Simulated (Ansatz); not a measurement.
SnS in space group Cmcm (No. 63; Sn on 4c, S on 4c) at seven volumes, plane-wave PAW LDA (Ansatz code), shape and atoms relaxed at each. One row is withheld.

| V (Å³/atom) | P (GPa) |
|---|---|
| 20.381 | 6.01 |
| 21.052 | 3.56 |
| 21.724 | 1.56 |
| 22.396 | -0.03 |
| 23.068 | ? |
| 23.740 | -2.19 |
| 24.412 | -2.79 |

Question: Fit the shown pressures and predict the withheld one.

Answer: P = (3/2)B₀(x^(7/2) − x^(5/2))[1 + (3/4)(B′ − 4)(x − 1)] with x = (V₀/V)^(2/3). Least squares on the six rows gives V₀ = 22.391 Å³/atom, B₀ = 45.5 GPa, B′ = 7.44. At V = 23.068, x = 0.9803 and P = -1.21 GPa. The run itself gave -1.28 GPa.

The first step of the workflow began from a Materials Project structure, measured or hypothetical; the Crystallography Open Database files this formula in space group No. 63, but the cells were not matched. It is not the phase usual at ambient conditions (space group No. 62). The cell was relaxed with LDA under the symmetry of its start; whether a distortion lowers the energy is not shown. A crystal of weakly bound layers computed without a dispersion correction: the cell and the soft elastic constants depend strongly on that. Spin–orbit coupling is left out wherever it is not named.

Potentials: the later of the program's two PAW sets.
